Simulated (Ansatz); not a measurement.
Input:

ScAg$_{3}$:
```cif
data_Ag3Sc
_chemical_formula_sum 'Ag3 Sc1'
_space_group_name_H-M_alt 'Pm-3m'
_space_group_IT_number 221
_space_group_name_Hall '-P 4 2 3'
_cell_length_a 4.20392
_cell_length_b 4.20392
_cell_length_c 4.20392
_cell_angle_alpha 90.000
_cell_angle_beta 90.000
_cell_angle_gamma 90.000
loop_
_atom_site_label
_atom_site_type_symbol
_atom_site_symmetry_multiplicity
_atom_site_Wyckoff_symbol
_atom_site_fract_x
_atom_site_fract_y
_atom_site_fract_z
_atom_site_occupancy
Ag1 Ag 3 c 0.00000 0.50000 0.50000 1
Sc1 Sc 1 a 0.00000 0.00000 0.00000 1
```

This is the r²SCAN-relaxed structure.

Problem. All from r²SCAN in the plane-wave PAW code Ansatz, unless another level is named. Estimate the Poisson's ratio.

Solution. 0.37.

Problem. And the elastic constants (relaxed ions, GPa)?

Solution. C11 = 110, C12 = 83.0, C44 = 40.6.

The start of the workflow was typed in or built on a structure type; neither database checked (COD, Materials Project) lists it. Whether it is the stable phase at ambient conditions was not checked. Symmetry was held in the r²SCAN relaxation; its stability against distortions is not shown here. No spin polarisation was allowed. As this level gives no gap, shear constants depend on the k-mesh and smearing (Fermi–Dirac, 0.1 eV here).

Potentials: the later of the program's two PAW sets.
